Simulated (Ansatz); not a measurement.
## Kick test of a cell of AlGa₂As₃

The cell was found from a structure generator's guess, not taken from experiment.

All numbers below come from DFT PBE, scalar-relativistic, plane waves, PAW (Ansatz). Settings: cutoff 420 eV, Γ-centred mesh 10×10×10 on the computed 6-atom cell, Gaussian smearing of 0.02 eV; no spin polarisation.

The cell below (6 atoms, space group I-4m2 (No. 119)) is relaxed within its symmetry.

```
CELL_PARAMETERS angstrom
-2.02969 2.02969 8.60749
2.02969 -2.02969 8.60749
2.02969 2.02969 -8.60749
ATOMIC_POSITIONS crystal
Al 0.00000 0.00000 0.00000
Ga 0.66656 0.66656 0.00000
Ga 0.33344 0.33344 0.00000
As 0.25000 0.75000 0.50000
As 0.91725 0.41725 0.50000
As 0.58275 0.08275 0.50000
```

For the test a repeat of it with 12 atoms (edges 4.06, 8.12, 9.07 Å) was strained at random (σ = 1.5 % a component), the atoms were moved at random (σ = 0.15 Å), and all was relaxed again on a coarse 4×2×4 mesh (in the run’s order of axes) with 0.10 eV smearing, with no symmetry imposed.

Q: What happens?

A: It returns, within 1 meV/atom of the unmoved cell on that mesh and with the same symmetry when read at 0.1 Å. So it is stable against the distortions that fit this cell and that this random move excites. Modes that don't fit the cell aren't tested.
